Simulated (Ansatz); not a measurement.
The relaxed structure here is a generated cell of MnSi: the first start was made by placing the elements on the sites of a structure type, and the end was not matched to a known phase here, so it may be hypothetical. Known forms of MnSi include space group No. 198.

The end point of a relaxation of MnSi. Space group Pmmm (No. 47). The numbers are results of PBEsol (plane waves to 420 eV, PAW, scalar-relativistic; Ansatz, a program for electronic structure), not measurements.

Space group Pmmm (No. 47); a = 2.5508 Å, b = 2.6171 Å, c = 4.0128 Å, α = 90.00°, β = 90.00°, γ = 90.00°

```tsv
atom	site	symmetry	x	y	z
Mn	1d	mmm	0.5000	0.0000	0.5000
Si	1a	mmm	0.0000	0.0000	0.0000
```

Question: Estimate the magnetic moment that PBEsol returns for this input.

Answer: Net 1.07 μB/atom, ferromagnetic.

Spin state reached: ferromagnetic (net 1.07 μB/atom), from parallel starting moments; other spin orders were not run from this start.

The run could not lose the symmetry of its start: the end is stationary, and may be a saddle point rather than a minimum.
